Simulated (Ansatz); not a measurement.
The elements of this relaxed crystal are hidden behind letters.

```
lattice vectors (Å)
   0.0000    2.4170    2.4170
   2.4170    0.0000    2.4170
   2.4170    2.4170    0.0000
fractional positions
X 0.5000 0.5000 0.5000
Z 0.0000 0.0000 0.0000
```

Theory: Ansatz, DFT PBE, scalar-relativistic, plane waves, PAW. Settings of the last relaxation (2-atom cell): 420 eV, 20×20×20 k points, Gaussian smearing of 0.10 eV, no spin polarisation.

- Space group: Fm-3m (No. 225)
- Conventional cell: a = 4.834 Å
- Volume per atom: 14.12 Å³
- Density: 11.13 g/cm³
- Energy over the elements: −0.42 eV/atom
- Gap on the 20×20×20 mesh of the 2-atom cell: 0 eV (a metal)

Energies are uncorrected and count from the elements' standard states at the same level.

Q: X is a d-block element of period 6 and Z is a p-block element of period 2. Which elements are they?

A: X = Hf, Z = B, so the formula is HfB, here in the rock salt type. Density times volume gives a mean mass of 11.13 × 14.12/1.6605 = 94.6 u per atom, and this set has 94.7 u. Hf has 6 B at 2.42 Å; B is surrounded by 6 Hf at 2.42 Å. Other sets within the hints have nearly the same mass, so mass alone doesn't settle it; this one was computed.

These runs have no spin–orbit coupling, which can matter for Hf. The cell is a metal run without spin; a magnetic state may lie lower. A structure relaxed within its symmetry needn't be a true minimum.
